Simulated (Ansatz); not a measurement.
Task: Name crystals whose computed values (r²SCAN in the plane-wave PAW code Ansatz) fall in these windows: gap (eV) 7.0 to 9.1; B₀ by P(V) fit (GPa) 40 to 55; HSE06 gap (eV) 8.5 to 10.

Result: 

| crystal | gap (eV) | B₀ by P(V) fit (GPa) | HSE06 gap (eV) |
|---|---|---|---|
| Rb2LiScF6, Fm-3m (Rb on 8c, Li on 4b, Sc on 4a, F on 24e) | 7.58 | 47.4 | 9.39 |
| CsCaF3, cubic perovskite | 8.05 | 54.9 | 9.24 |
| KF, CsCl type | 7.72 | 42.6 | 8.92 |
| NaF, rock salt | 7.28 | 54.4 | 8.63 |
| K2LiScF6, Fm-3m (K on 8c, Li on 4b, Sc on 4a, F on 24e) | 7.67 | 51.5 | 9.47 |
Others may fit too.

Not the usual ambient phase: KF, CsCl type. Standing as an ambient phase not checked: Rb2LiScF6, Fm-3m (Rb on 8c, Li on 4b, Sc on 4a, F on 24e); CsCaF3, cubic perovskite; K2LiScF6, Fm-3m (K on 8c, Li on 4b, Sc on 4a, F on 24e). All cells were relaxed under the symmetry of their starts (and spin orders); stability against distortions was not tested throughout. Rows with no word on spin ran without spin polarisation. Spin–orbit coupling is left out wherever it is not named.

Potentials: the later of the program's two PAW sets.
